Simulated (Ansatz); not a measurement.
Here is the system:

C:
Space group C2/m (No. 12); a = 9.1631 Å, b = 2.5158 Å, c = 4.1339 Å, α = 90.00°, β = 97.02°, γ = 90.00°

```json
[
 {"atom": "C", "site": "4i", "symmetry": "m", "x": "0.4427", "y": "0.0000", "z": "0.1203"},
 {"atom": "C", "site": "4i", "symmetry": "m", "x": "0.2288", "y": "0.0000", "z": "0.5854"},
 {"atom": "C", "site": "4i", "symmetry": "m", "x": "0.2143", "y": "0.5000", "z": "0.0594"},
 {"atom": "C", "site": "4i", "symmetry": "m", "x": "0.0581", "y": "0.0000", "z": "0.6537"}
]
```
(The calculation used a cell of 8 atoms; values per cell refer to that cell.)

This is the r²SCAN-relaxed structure.

Question: All from DFT-r²SCAN in the program Ansatz with PAW potentials, unless another level is named. Give the hole effective mass.

Answer: 0.32, 0.56, 0.71 mₑ (principal values).

Question: Next, the HSE06 gap on the r²SCAN cell?

Answer: 4.71 eV.

Question: What about the band gap?

Answer: 3.70 eV (indirect).

Question: Predict the electron effective mass.

Answer: 0.26, 0.43, 2.3 mₑ (principal values).

Question: Next, the smallest direct gap on the standard path?

Answer: 4.59 eV.

Question: Give the valence-band maximum.

Answer: at Γ.

The start of the workflow was typed in or built on a structure type; the Crystallography Open Database copy checked does not list it. It is not the phase usual at ambient conditions (space group No. 194, 227). The r²SCAN relaxation kept the symmetry of its start; whether a distortion lowers the energy is not shown.

Potentials: the later of the program's two PAW sets.
